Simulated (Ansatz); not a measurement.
Rigid (001) slab of Tl, space group P6_3/mmc (No. 194):

```yaml
crystal:
  lattice:
    - [3.50187, 0.00000, 0.00000]
    - [-1.75094, 3.03271, 0.00000]
    - [0.00000, 0.00000, 25.09100]
  atoms:
    - { symbol: Tl, position: [0.66667, 0.33333, 0.33877] }
    - { symbol: Tl, position: [0.33333, 0.66667, 0.44626] }
    - { symbol: Tl, position: [0.66667, 0.33333, 0.54958] }
    - { symbol: Tl, position: [0.33333, 0.66667, 0.65573] }
```

Level of theory: Ansatz 0.2.0, DFT PBEsol, scalar-relativistic, plane waves, PAW. Plane waves to 420 eV, a k mesh through Γ of 9×9×1 on the computed 5-atom cell and Gaussian smearing (0.10 eV); no spin polarisation. A dipole correction removes the field between periodic images along c.

An adatom of C is held over the places (i/4, j/4) of the 1×1 surface cell, counted from the highest atom (Tl), and only its height relaxes; one adatom per 10.6 Å². This grid misses the threefold hollows of the hexagonal cell, which often bind best.

Task: What is the energy landscape, counted from the lowest point of this grid?

Result: Energies in eV:

| i | j=0 | j=1 | j=2 | j=3 |
| --- | --- | --- | --- | --- |
| 0 | 1.10 | 0.91 | 0.00 | 0.91 |
| 1 | 0.91 | 0.91 | 0.29 | 0.29 |
| 2 | 0.00 | 0.31 | 0.00 | 0.29 |
| 3 | 0.91 | 0.31 | 0.31 | 0.91 |

Heights over the highest slab atom in Å:

| i | j=0 | j=1 | j=2 | j=3 |
| --- | --- | --- | --- | --- |
| 0 | 2.17 | 1.97 | 1.19 | 1.97 |
| 1 | 1.97 | 1.97 | 1.41 | 1.41 |
| 2 | 1.19 | 1.40 | 1.19 | 1.41 |
| 3 | 1.97 | 1.40 | 1.40 | 1.97 |

Spin–orbit coupling is left out, which can shift energies with elements as heavy as these.